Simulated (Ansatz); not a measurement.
Relaxed GaN (zinc blende):

```
CELL_PARAMETERS angstrom
      0.00000     4.54850     4.54850
      2.27425     2.27425     4.54850
      2.27425     2.27425     0.00000
ATOMIC_POSITIONS crystal
  N  0.00000 0.75000 0.75000
  N  0.50000 0.75000 0.75000
  Ga 0.00000 0.00000 0.00000
  Ga 0.50000 0.00000 0.00000
```

A phonon eigenvector at X = (0.5, 0.5, 0.0) is frozen into this cell: atom i moves by Q times the vector below, so Q is the largest atomic displacement, in Å. The cell is held. (q is in reciprocal vectors of the primitive cell; the cell shown is doubled to hold the pattern.)

```
atom      x      y       z
----  -----  -----  ------
N1    0.000  0.000  -1.000
N2    0.000  0.000   1.000
```

Atoms not listed stay in place.

Computed with PBE (plane waves to 420 eV, PAW, scalar-relativistic; Ansatz, a quantum-chemistry and plane-wave program). k mesh 12×12×12 (Γ-centred), Fermi-Dirac smearing 0.05 eV. GaN was relaxed with its symmetry unable to fall. 

```json
[
 {"Q (Å)": "-0.180", "−dE/dQ from forces (eV/Å)": "7.619"},
 {"Q (Å)": "-0.150", "−dE/dQ from forces (eV/Å)": "6.392"},
 {"Q (Å)": "-0.120", "−dE/dQ from forces (eV/Å)": "5.142"},
 {"Q (Å)": "-0.090", "−dE/dQ from forces (eV/Å)": "3.873"},
 {"Q (Å)": "-0.060", "−dE/dQ from forces (eV/Å)": "2.589"},
 {"Q (Å)": "-0.030", "−dE/dQ from forces (eV/Å)": "1.297"},
 {"Q (Å)": "0.000", "−dE/dQ from forces (eV/Å)": "0.000"},
 {"Q (Å)": "0.030", "−dE/dQ from forces (eV/Å)": "-1.297"},
 {"Q (Å)": "0.060", "−dE/dQ from forces (eV/Å)": "-2.589"},
 {"Q (Å)": "0.090", "−dE/dQ from forces (eV/Å)": "-3.873"},
 {"Q (Å)": "0.120", "−dE/dQ from forces (eV/Å)": "-5.142"},
 {"Q (Å)": "0.150", "−dE/dQ from forces (eV/Å)": "-6.392"},
 {"Q (Å)": "0.180", "−dE/dQ from forces (eV/Å)": "-7.619"}
]
```

Q: What harmonic wavenumber does the curvature at Q = 0 give?

A: 648 cm⁻¹. E″ = 43.26 eV/Å², M = Σ mᵢ|uᵢ|² = 28.0 u, ν̃ = 521.5·√(|E″|/M).

(A displaced cell: forces are minus the slopes of the energy, force constants its curvatures, and phonons follow from these.)
